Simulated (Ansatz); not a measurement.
CdTe:
```
CdTe
1.0
    4.63199     0.00000     0.00000
   -2.31600     4.01142     0.00000
    0.00000     0.00000     7.59528
Cd Te
2 2
Direct
  0.33333   0.66667   0.00029
  0.66667   0.33333   0.50029
  0.33333   0.66667   0.37471
  0.66667   0.33333   0.87471
```

DFT-r²SCAN in the program Ansatz with PAW potentials gives a gap of 1.21 eV without spin–orbit coupling, maximum at Γ, minimum at Γ.

Task: What happens when spin–orbit coupling is switched on?

Result: The gap decreases by 0.26 eV, to 0.95 eV; maximum at Γ, minimum at Γ.

Task: Give the electron effective mass with spin–orbit coupling.

Result: 0.080, 0.090, 0.090 mₑ (principal values).

Task: Give the hole effective mass with spin–orbit coupling.

Result: 0.14, 0.14, 1.2 mₑ (principal values).

Space group P6_3mc (wurtzite). The first step of the workflow began from a Materials Project structure, measured or hypothetical; the Crystallography Open Database copy checked does not list it. It is not the phase usual at ambient conditions (space group No. 216). The r²SCAN relaxation kept the symmetry of its start; its stability against distortions is not shown here.

Potentials: the later of the program's two PAW sets.
